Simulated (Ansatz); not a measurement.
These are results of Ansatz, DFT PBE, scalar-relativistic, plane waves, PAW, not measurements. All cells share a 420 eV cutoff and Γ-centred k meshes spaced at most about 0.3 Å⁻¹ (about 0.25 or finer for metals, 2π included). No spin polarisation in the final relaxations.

These are static total energies at zero pressure.

Two relaxed structures of Hf₅F:

1.

```yaml
crystal:
  lattice:
    - [5.09686, 0.00000, 0.00000]
    - [-2.54843, 4.41401, 0.00000]
    - [0.00000, 0.00000, 5.64130]
  atoms:
    - { symbol: Hf, position: [0.33333, 0.66667, 0.75752] }
    - { symbol: Hf, position: [0.33333, 0.66667, 0.24248] }
    - { symbol: Hf, position: [0.66667, 0.33333, 0.24248] }
    - { symbol: Hf, position: [0.66667, 0.33333, 0.75752] }
    - { symbol: Hf, position: [0.00000, 0.00000, 0.00000] }
    - { symbol: F, position: [0.00000, 0.00000, 0.50000] }
```

2.

```yaml
crystal:
  lattice:
    - [5.78034, 0.00000, 0.00000]
    - [-2.89017, 5.00593, 0.00000]
    - [0.00000, 0.00000, 5.15853]
  atoms:
    - { symbol: Hf, position: [0.33333, 0.66667, 0.00000] }
    - { symbol: Hf, position: [0.66667, 0.33333, 0.00000] }
    - { symbol: Hf, position: [0.50000, 0.00000, 0.50000] }
    - { symbol: Hf, position: [0.50000, 0.50000, 0.50000] }
    - { symbol: Hf, position: [0.00000, 0.50000, 0.50000] }
    - { symbol: F, position: [0.00000, 0.00000, 0.00000] }
```

Question: Which is lower in energy, and by how much?

Answer: Cell 1 is lower, by 0.44 eV/atom. Cell 1 has space group P6/mmm (No. 191), 21.2 Å³/atom and no gap on its mesh; cell 2 has space group P6/mmm (No. 191), 24.9 Å³/atom and no gap. Counting Hf atoms around F (those within 1.25 times the shortest such distance or 1.15 times the sum of covalent radii, 1.27 where that leaves under three; a plus sign parts nearer from farther groups; the shortest distance is added where it exceeds 1.18 times the sum of covalent radii), cell 1 has F 2+12 from 2.8 Å and cell 2 has F 6+12 from 3.3 Å. The denser one is the lower, and pressure would at first widen the difference. Even the lower one lies +0.27 eV/atom against the reference forms of the elements (uncorrected), so neither is stable at this level. Both come from invented guesses. A third cell relaxed alike, in P-6m2, lies 0.74 eV/atom below the lower of the two.

These runs have no spin–orbit coupling, which can matter for Hf. A magnetic state wasn't ruled out in cells without spin, among them P6/mmm at 21.2 Å³/atom, P6/mmm at 24.9 Å³/atom. Cells relaxed within their symmetry can be saddle points.
